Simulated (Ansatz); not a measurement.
The relaxed structure here is a generated cell of MnSi: the first start was made by a random draw of sites in a space group, and the end was not matched to a known phase here, so it may be hypothetical. Known forms of MnSi include space group No. 198.

One starting cell of MnSi (a randomly generated symmetric cell of MnSi (space group No. 123)) was relaxed twice with Ansatz (plane waves, PAW, scalar-relativistic): with r2SCAN at 500 eV and with PBE at 420 eV. The r2SCAN result:

```xyz
2
Lattice="3.4133 0.0000 0.0000 0.0000 3.4133 0.0000 0.0000 0.0000 2.6808" Properties=species:S:1:pos:R:3 pbc="T T T"
Mn     1.7067     1.7067     0.0000
Si     0.0000     0.0000     0.0000
```

```
quantity                                 r2SCAN     PBE
--------------------------------  -------------  ------
space group                              P4/mmm  P4/mmm
volume (Å³/atom)                          15.62     ___
a (Å)                                     3.413     ___
c (Å)                                     2.681     ___
gap (eV, no spin-orbit coupling)           0.00     ___
spin order                        ferromagnetic     ___
net moment (μB/atom)                       1.50     ___
```

### Question
Fill in the PBE column.

### Answer

- volume (Å³/atom), PBE: 15.13
- a (Å), PBE: 3.355
- c (Å), PBE: 2.689
- gap (eV, no spin-orbit coupling), PBE: 0.00
- spin order, PBE: ferromagnetic
- net moment (μB/atom), PBE: 1.29

Both levels end in the same structure; PBE's volume is 3.1 % smaller. Neither column is exact.

Spin states reached: ferromagnetic; spin orders were not searched systematically. r2SCAN tends to overstate moments in metals.

The run could not lose the symmetry of its start, so the end can be a saddle point.

All atoms sit on sites fixed by symmetry, so only the cell could relax.

Ansatz is a program for electronic structure.
